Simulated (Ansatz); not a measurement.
Be (hcp (Mg type), space group No. 194) at seven volumes, PBE+D3(BJ) (plane waves, PAW; program Ansatz), shape and atoms relaxed at each. One row is withheld.

```tsv
V (Å³/atom)	P (GPa)
6.762	14.68
6.985	?
7.208	4.26
7.430	-0.01
7.653	-3.76
7.876	-7.05
8.099	-9.95
```

Problem. Fit the shown pressures and predict the withheld one.

Solution. P = (3/2)B₀(x^(7/2) − x^(5/2))[1 + (3/4)(B′ − 4)(x − 1)] with x = (V₀/V)^(2/3). Least squares on the six rows gives V₀ = 7.430 Å³/atom, B₀ = 133 GPa, B′ = 3.34. At V = 6.985, x = 1.0420 and P = 9.10 GPa. The run itself gave 9.12 GPa.

Space group P6_3/mmc (hcp (Mg type)). The PBE+D3(BJ) relaxation kept the symmetry of its start. The pairwise dispersion correction was not fitted to metals.

Potentials: the later of the program's two PAW sets.
